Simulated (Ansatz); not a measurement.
# Bands of SbAu

```xyz
2
Lattice="0.0000 3.1109 3.1109 3.1109 0.0000 3.1109 3.1109 3.1109 0.0000" Properties=species:S:1:pos:R:3 pbc="T T T"
Au    0.0000    0.0000    0.0000
Sb    1.5554    1.5554    1.5554
```

Atom numbers follow the list: Au1, Sb2.

The cell was built from the zincblende type and relaxed in the same program, and has space group F-43m; it needn't be a known or the stable phase.

No spin–orbit coupling, which matters for the heavy atoms here.

Computed with Ansatz 0.2.0, DFT, PBE, all-electron LAPW, scalar-relativistic.

Sampling and basis: a Γ-centred 10×10×10 k mesh, Fermi–Dirac smearing of 0.08 eV, basis error target 1 meV/atom, no spin polarisation.

Points in fractions of the reciprocal vectors of this cell: Γ (0, 0, 0), X (-0.5, -0.5, 0), U (-0.375, -0.375, 0.25), K (-0.375, 0, 0.375), L (0, 0, 0.5), W (-0.5, -0.25, 0.25). The path joins them by straight lines in the order Γ–X–U–K–Γ–L–W–X; legs that retrace an earlier one aren't tabulated. Energies are in eV from the Fermi level.

Task: Metal or insulator at this level of theory?

Result: No gap opens: metallic or semimetallic.

Task: Tabulate bands 31 to 36, counted from the lowest band of the run, along the path.

Result: 
```csv
k (1/Å),point,band 31,band 32,band 33,band 34,band 35,band 36
0.00,Γ,-4.16,2.18,2.68,2.68,2.68,5.52
0.14,,-4.16,1.49,2.35,2.35,3.35,5.12
0.29,,-4.14,0.59,1.66,1.66,4.08,4.55
0.43,,-4.12,-0.36,0.90,0.90,3.93,4.71
0.58,,-4.09,-1.31,0.20,0.20,3.65,4.67
0.72,,-4.07,-2.22,-0.37,-0.37,3.55,4.36
0.87,,-4.02,-3.01,-0.75,-0.75,3.58,4.03
1.01,X,-3.68,-3.57,-0.89,-0.89,3.67,3.84
1.06,,-3.67,-3.58,-0.92,-0.87,3.70,3.89
1.11,,-3.64,-3.61,-1.02,-0.83,3.74,4.04
1.16,,-3.66,-3.59,-1.16,-0.77,3.78,4.31
1.21,,-3.73,-3.53,-1.32,-0.68,3.83,4.67
1.26,,-3.82,-3.45,-1.47,-0.57,3.88,5.08
1.32,,-3.93,-3.37,-1.61,-0.43,3.93,5.51
1.37,U,-4.06,-3.29,-1.70,-0.28,4.00,5.93
1.46,,-4.05,-3.24,-1.71,-0.28,4.19,6.12
1.54,,-4.00,-3.21,-1.65,-0.40,4.65,6.24
1.63,,-3.97,-3.19,-1.59,-0.51,5.23,6.09
1.72,,-3.97,-3.19,-1.59,-0.51,5.23,6.09
1.81,,-4.00,-3.21,-1.65,-0.40,4.65,6.24
1.90,,-4.05,-3.24,-1.71,-0.28,4.19,6.12
1.99,K,-4.06,-3.29,-1.70,-0.28,4.00,5.93
2.14,,-4.17,-3.02,-1.71,0.25,4.23,6.50
2.29,,-4.13,-2.62,-1.29,0.85,4.41,6.23
2.44,,-4.10,-1.90,-0.58,1.45,4.35,6.11
2.60,,-4.13,-0.92,0.34,1.99,4.04,5.89
2.75,,-4.15,0.20,1.37,2.38,3.65,5.51
2.90,,-4.16,1.35,2.29,2.61,3.19,5.40
3.06,Γ,-4.16,2.18,2.68,2.68,2.68,5.52
3.18,,-4.17,1.52,2.56,2.56,3.03,5.50
3.31,,-4.17,0.49,2.28,2.28,3.19,5.77
3.43,,-4.18,-0.62,1.93,1.93,3.13,6.27
3.56,,-4.17,-1.69,1.59,1.59,3.03,6.48
3.68,,-4.15,-2.64,1.31,1.31,2.93,6.56
3.81,,-4.13,-3.40,1.12,1.12,2.87,6.57
3.93,L,-4.12,-3.76,1.06,1.06,2.85,6.56
4.03,,-4.11,-3.73,0.73,0.98,3.17,6.30
4.14,,-4.10,-3.64,0.09,0.77,3.77,5.94
4.24,,-4.08,-3.50,-0.57,0.43,4.36,5.74
4.34,,-4.05,-3.34,-1.13,0.02,4.88,5.72
4.44,,-3.99,-3.21,-1.52,-0.42,5.30,5.90
4.54,,-3.90,-3.19,-1.66,-0.81,5.59,6.20
4.65,W,-3.84,-3.21,-1.65,-0.99,5.72,6.27
4.72,,-3.83,-3.24,-1.60,-0.99,5.51,5.91
4.79,,-3.81,-3.31,-1.49,-0.97,5.08,5.38
4.86,,-3.77,-3.41,-1.34,-0.96,4.63,4.88
4.93,,-3.70,-3.51,-1.18,-0.93,4.24,4.46
5.01,,-3.64,-3.60,-1.03,-0.91,3.93,4.13
5.08,,-3.66,-3.59,-0.92,-0.89,3.73,3.92
5.15,X,-3.68,-3.57,-0.89,-0.89,3.67,3.84
```
